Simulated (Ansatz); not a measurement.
## Ir₂Rh₃: relaxed-ion elastic tensor

The calculation used Ansatz 0.2.0, DFT PBE, scalar-relativistic, plane waves, PAW. Cutoff 420 eV, 18×18×2 k-points (Γ-centred), Fermi-Dirac smearing of 0.15 eV. No spin polarisation.

Equilibrium structure at this level:
```
Ir Rh
1.0
     2.73711    0.00000    0.00000
    -1.36856    2.37041    0.00000
     0.00000    0.00000   22.07132
Ir Rh
4 6
Cartesian
  0.0000 1.5803 0.0000
  1.3686 0.7901 6.6125
  1.3686 0.7901 11.0357
  1.3686 0.7901 15.4588
  0.0000 1.5803 17.6550
  0.0000 1.5803 4.4163
  0.0000 1.5803 8.8249
  0.0000 1.5803 13.2464
  1.3686 0.7901 19.8737
  1.3686 0.7901 2.1977
```

It was reached by relaxing an invented guess, and it needn't be the stable form of this composition. In a metal, frequencies and elastic constants depend on the k mesh and the smearing, soft modes and shear constants most. Spin–orbit coupling is left out, which matters for heavy elements.

Question: Give the relaxed-ion elastic constants (GPa, Voigt order xx yy zz yz xz xy, on the Cartesian axes of the cell above).

Answer:
```
483.1 174.7 192.2   0.0   0.0   0.0
174.7 483.1 192.2   0.0   0.0   0.0
192.2 192.2 478.3   0.0   0.0   0.0
  0.0   0.0   0.0  78.0   0.0   0.0
  0.0   0.0   0.0   0.0  78.0   0.0
  0.0   0.0   0.0   0.0   0.0 154.2
```

Question: Is the crystal stable against homogeneous strain?

Answer: Yes: the least eigenvalue of the tensor is 78.0 GPa.

Question: And the moduli of a polycrystal (Hill averages)?

Answer: B = 285 GPa, G = 115 GPa, E = 305 GPa, ν = 0.32.
